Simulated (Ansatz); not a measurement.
Input and command of a calculation in Ansatz (plane waves; scalar-relativistic PAW potentials unless the input names others):

```yaml
crystal:
  lattice:
    - [2.9525883348, 0.0, 0.0]
    - [0.0, 4.1755904672, 0.0]
    - [0.0, 0.0, 26.381470837]
  atoms:
    - { symbol: Ta, position: [0.5, 0.5, 0.3221958341] }
    - { symbol: Ta, position: [0.0, 0.0, 0.3781553435] }
    - { symbol: Ta, position: [0.5, 0.5, 0.434114853] }
    - { symbol: Ta, position: [0.0, 0.0, 0.4902374381] }
    - { symbol: Ta, position: [0.5, 0.5, 0.54923902] }
    - { symbol: Ta, position: [0.0, 0.0, 0.5962091513] }
    - { symbol: F, position: [0.5, 0.5, 0.6353735056] }
basis:
  ecutwfc: 420
kpoints:
  mp_grid: { grid: [10, 7, 1], kspacing: 0.3 }
hamiltonian:
  xc: pbesol
scf:
  occupations: { method: gaussian, width: 0.1 }
  max_iter: 100
output:
  forces: true
  eigenvalues: true
efield:
  axis: 3
  dipole_correction: true
  ramp_width: 0.04
```

```bash
ansatz run input.yaml --threads 2 --pin off --max-ram 5120MiB --backend cpu --events-out ev --progress --plain --runs-dir out
```

**Question.** What is wrong with this input?

**Answer.** The program refuses it, because of a mesh typed together with a spacing (kpoints.mp_grid.kspacing: not typed → 0.3). Without that key it is accepted.

Abridged log:
```
Error: invalid value for `kpoints.mp_grid.kspacing`: mutually exclusive with `grid` — set one or the other
```